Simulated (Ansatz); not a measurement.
LiCl (rock salt, Fm-3m), plane-wave PAW LDA (Ansatz code): ε∞ = 3.18, cell volume 30.59 Å³. Infrared-active transverse modes:

| ω_TO (cm⁻¹) | oscillator strength S_xx (e²/amu) |
|---|---|
| 228.1 | 0.2337 |

Compute the static dielectric constant.

Each mode adds (4.921e7/V) S/ω²: 7.23. So ε0 = 10.4.

What LO frequency does the Lyddane–Sachs–Teller relation give?

ω_LO = ω_TO √(ε0/ε∞) = 412 cm⁻¹.

The cell was relaxed with LDA under the symmetry of its start; phonons on a q-mesh show no instability.

Potentials: the later of the program's two PAW sets.
